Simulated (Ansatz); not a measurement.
WSe₂ (P6_3/mmc) from a database structure, relaxed with r2SCAN+rVV10 in Ansatz 0.2.0. The symmetry is P6_3/mmc (No. 194, hexagonal); a = 3.300 Å, c = 13.149 Å in the conventional setting, 20.66 Å³ an atom. W is surrounded by 6 Se at 2.53 Å; Se is surrounded by 3 W at 2.53 Å.

The axes x, y and z are those of this cell:
```
CELL_PARAMETERS angstrom
3.29967 0.00000 0.00000
-1.64983 2.85760 0.00000
0.00000 0.00000 13.14853
ATOMIC_POSITIONS crystal
W 0.66667 0.33333 0.75000
W 0.33333 0.66667 0.25000
Se 0.33333 0.66667 0.87666
Se 0.66667 0.33333 0.37666
Se 0.33333 0.66667 0.62334
Se 0.66667 0.33333 0.12334
```

Unstrained: PBE gives an indirect gap of 1.022 eV, from Γ to Γ–K (0.54 of the way from Γ); the least direct gap is 1.496 eV at K. r2SCAN gives an indirect gap of 1.143 eV, from Γ to Γ–K (0.54 of the way from Γ); the least direct gap is 1.612 eV at K. With HSE06 the valence top lies at Γ and the conduction bottom at Γ–K (0.54 of the way from Γ), 1.500 eV higher; the smallest vertical gap, at K, is 1.948 eV. Meshes: PBE 12×12×2, r2SCAN 12×12×2, HSE06 6×6×2. Strains are changes of length per length. After each strain the atoms were relaxed again with r2SCAN+rVV10 within the symmetry that the strain leaves, so tilts or polar shifts that break it weren't tested; points keep the names that they have in the unstrained zone. No spin polarisation and no zero-point or thermal motion.

Task: Estimate what biaxial +2.07 % in x and y, z held does to the gap.

Result: PBE: the gap goes from 1.022 to 0.913 eV (-0.109 eV); the edges go from Γ → Γ–K (0.54) to Γ → K. r2SCAN: the gap goes from 1.143 to 0.986 eV (-0.157 eV); the edges go from Γ → Γ–K (0.54) to Γ → K. HSE06: the gap goes from 1.500 to 1.320 eV (-0.180 eV); the edges go from Γ → Γ–K (0.54) to Γ → K.

Task: Apply epitaxial -5.77 % in the xy plane, free normal strain +2.88 %. How far does the gap move, against the unstrained cell?

Result: PBE: the gap goes from 1.022 to 0.840 eV (-0.182 eV); the edges go from Γ → Γ–K (0.54) to K → Γ–K (0.55). r2SCAN: the gap goes from 1.143 to 1.012 eV (-0.131 eV); the edges go from Γ → Γ–K (0.54) to K → Γ–K (0.55). HSE06: the gap goes from 1.500 to 1.338 eV (-0.162 eV); the edges go from Γ → Γ–K (0.54) to K → Γ–K (0.55).

Task: Estimate what uniaxial +1.62 % along y, other directions held does to the gap.

Result: PBE: the gap goes from 1.022 to 1.010 eV (-0.012 eV). r2SCAN: the gap goes from 1.143 to 1.126 eV (-0.017 eV). HSE06: the gap goes from 1.500 to 1.487 eV (-0.013 eV).

Spin-orbit coupling is left out, which matters wherever the heavy atoms make up the band edges.

Where an edge lies off the special points, it is a point of the mesh or the k point where a search put PBE's edge or least direct gap, reused for the other functionals, whose own edges may lie a little apart.

The meshes of the hybrids are coarse, so their gaps aren't converged to the digits shown.
